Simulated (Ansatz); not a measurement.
## GdAlCu4 with scf.initial_density.chi_scale, basis.ecutrho_ratio changed

Level of theory: PBEsol, collinear spin, scalar-relativistic; Ansatz, plane waves to 420 eV (PAW set soft_2), k-mesh 9×9×8. These are the settings of the reference run.

Cell:

```cif
data_structure
_symmetry_space_group_name_H-M 'P 1'
_symmetry_Int_Tables_number 1
_cell_length_a 5.1077
_cell_length_b 5.1077
_cell_length_c 4.0004
_cell_angle_alpha 90.000
_cell_angle_beta 90.000
_cell_angle_gamma 120.000
_cell_volume 90.38
loop_
_atom_site_label
_atom_site_type_symbol
_atom_site_fract_x
_atom_site_fract_y
_atom_site_fract_z
_atom_site_occupancy
Al1 Al 0.66667 0.33333 0.00000 1
Cu1 Cu 0.33333 0.66667 0.00000 1
Cu2 Cu 0.49869 0.50131 0.50000 1
Cu3 Cu 0.49869 0.99738 0.50000 1
Cu4 Cu 0.00262 0.50131 0.50000 1
Gd1 Gd 0.00000 0.00000 0.00000 1
```

The reference run of this cell is solved again as a single point with these keys changed:

| key | reference run | changed run |
| --- | --- | --- |
| scf.initial_density.chi_scale | not typed | 0.3 |
| basis.ecutrho_ratio | not typed | 8 |

Question: Does this change matter?

Answer: 

```
                                    quantity  reference run  changed run
energy, changed less reference (meV an atom)              0          0.0
                              pressure (GPa)            0.0          0.0
                        largest force (eV/Å)           0.00         0.00
                        gap on the mesh (eV)           0.00         0.00
                     moment of the cell (μB)           7.38         7.38
```

The results hardly move, so these settings together matter little here, or the typed value is the one that the program takes anyway. It took 27 iterations.

Caveats: the reference run: Gd without a U keeps its half-filled shell, but its 4f levels lie too near the Fermi level; the reference run: open f or d shells may hold a state above the lowest; a single point, atoms not relaxed again.
